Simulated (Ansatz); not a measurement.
Problem. Name crystals whose computed values (the program Ansatz at the PBEsol level (PAW)) fall in these windows: highest Γ mode, no LO–TO term (cm⁻¹) 180 to 240; B₀ by P(V) fit (GPa) 210 to 260.

Solution. 

```csv
crystal,"highest Γ mode, no LO–TO term (cm⁻¹)",B₀ by P(V) fit (GPa)
"AgPt3, Cu3Au type",205,239
"ZrRh3, Cu3Au type",217,237
"HfRh3, Cu3Au type",210,246
"ZrOs, CsCl type",186,224
```
Others may fit too.

Standing as an ambient phase not checked: AgPt3, Cu3Au type; ZrRh3, Cu3Au type; HfRh3, Cu3Au type; ZrOs, CsCl type. All cells were relaxed under the symmetry of their starts (and spin orders); stability against distortions was not tested throughout. Rows with no word on spin ran without spin polarisation. Spin–orbit coupling is left out wherever it is not named.

Potentials: the later of the program's two PAW sets.
